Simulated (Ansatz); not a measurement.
## Calculated 11B nuclear quadrupole resonance for CaB3HO6

Cell: a Materials Project structure (computed, not necessarily an observed phase), atoms as given.

```cif
data_CaB3HO6
_symmetry_space_group_name_H-M 'Pna2_1'
_symmetry_Int_Tables_number 33
_cell_length_a 13.6137
_cell_length_b 7.0550
_cell_length_c 4.4374
_cell_angle_alpha 90.000
_cell_angle_beta 90.000
_cell_angle_gamma 90.000
loop_
_atom_site_label
_atom_site_type_symbol
_atom_site_symmetry_multiplicity
_atom_site_Wyckoff_symbol
_atom_site_fract_x
_atom_site_fract_y
_atom_site_fract_z
Ca Ca 4 a 0.0941 0.2973 0.8984
B5 B 4 a 0.9276 0.2166 0.4308
B9 B 4 a 0.2699 0.4051 0.2365
B13 B 4 a 0.8545 0.3448 0.9504
H H 4 a 0.0464 0.0252 0.3763
O21 O 4 a 0.0978 0.6186 0.7440
O25 O 4 a 0.9290 0.2582 0.7535
O29 O 4 a 0.1420 0.9479 0.8737
O33 O 4 a 0.1790 0.4742 0.3176
O37 O 4 a 0.0317 0.1605 0.3550
O41 O 4 a 0.2667 0.2782 0.9995
```

One atom of each set is listed.

All values are calculated (Ansatz; DFT, PBE, plane waves and PAW, scalar-relativistic, 420 eV cutoff, Γ-centred 2×3×5 k-points, Fermi–Dirac smearing 0.02 eV), not measured.

11B: I = 3/2, Q = 40.59 mb (year-2017 value). Static lattice, zero field.

**Question.** Predict the zero-field 11B lines of each site.

**Answer.** For I = 3/2 there is one line, ν = (|C_Q|/2)(1 + η²/3)^½.

```json
{"site": "B5", "atoms": "4", "V_zz (10²¹ V/m²)": "0.45", "C_Q (MHz)": "0.442", "η": "0.90", "line frequencies (MHz)": "0.249"}
{"site": "B9", "atoms": "4", "V_zz (10²¹ V/m²)": "2.44", "C_Q (MHz)": "2.40", "η": "0.02", "line frequencies (MHz)": "1.20"}
{"site": "B13", "atoms": "4", "V_zz (10²¹ V/m²)": "0.31", "C_Q (MHz)": "0.306", "η": "0.92", "line frequencies (MHz)": "0.173"}
```

**Question.** And for B-10 (I = 3, Q = 84.59 mb) on B9?

**Answer.** C_Q scales with Q to 5.00 MHz, with lines at 0.00019, 0.0213, 0.239, 0.261, 0.739, 0.739, 0.760, 0.760, 1.25, 1.25, 1.25 MHz.

At B9 V_zz stands upright on the plane through its three neighbours (within 3°).

Hardware: 1 thread of Arm Neoverse V2 (aarch64; 8 cores open to the job, memory cap 2.5 GiB, no GPU), a shared host with a load of 0.8 a core. Wall time 3.3 min, CPU time 3.3 min, peak memory 1.1 GiB.
